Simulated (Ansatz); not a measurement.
# Hf5Pb: what symmetry allows forces and stress to be

```
Hf Pb
1.0
     3.18664    0.00000    0.00000
     0.00000    3.18664    0.00000
     0.00000    0.00000   13.49849
Hf Pb
5 1
Cartesian
  1.5933 1.5933 4.5150
  1.5933 1.5933 8.9835
  0.0000 0.0000 2.3756
  0.0000 0.2250 11.1229
  0.0000 0.0000 6.7492
  1.5933 1.5933 0.0000
```

Level of theory: DFT PBEsol, scalar-relativistic, plane waves, PAW in Ansatz 0.2.0.

Plane waves to 420 eV, a k mesh through Γ of 10×10×4 on the computed 6-atom cell and Gaussian smearing (0.10 eV); no spin polarisation.

This distorted cell has space group Pm, with 2 operations.

Without a calculation: in which directions can each atom feel a force?

A force must be left unchanged by every operation that keeps its atom in place, so it lies in the space that those operations leave fixed. Atoms that the group maps onto each other feel forces of one size.
| atom | site symmetry | operations at the site | equivalent to atom | allowed force (Cartesian) |
| --- | --- | --- | --- | --- |
| Hf1 | m | 2 | 1 | in the plane normal to (1.00, 0.00, 0.00) |
| Hf2 | m | 2 | 2 | in the plane normal to (1.00, 0.00, 0.00) |
| Hf3 | m | 2 | 3 | in the plane normal to (1.00, 0.00, 0.00) |
| Hf4 | m | 2 | 4 | in the plane normal to (1.00, 0.00, 0.00) |
| Hf5 | m | 2 | 5 | in the plane normal to (1.00, 0.00, 0.00) |
| Pb6 | m | 2 | 6 | in the plane normal to (1.00, 0.00, 0.00) |

That leaves 12 independent force components of 18, tied by 2 conditions that the forces sum to zero, so 10 remain. A relaxation in this cell that keeps the symmetry moves the atoms in these directions alone.

And the stress tensor?

It must be invariant under the point group, which leaves 4 independent components: xz, xy vanish.

Do the computed values obey this?

Yes. Forces (eV/Å):
```
Hf1  0.000 -0.022  0.020
Hf2  0.000  0.458 -0.187
Hf3  0.000 -0.040  0.131
Hf4  0.000 -0.666 -0.056
Hf5  0.000  0.081  0.025
Pb6  0.000  0.190  0.068
```

Stress (GPa, compression positive, xx yy zz yz xz xy): -2.83 -2.78 -2.18 -1.10 0.00 0.00. The program imposes the same operations on density, forces and stress, so this confirms the analysis and is no independent test of the calculation.

Spin–orbit coupling is left out, which can shift energies with elements as heavy as these.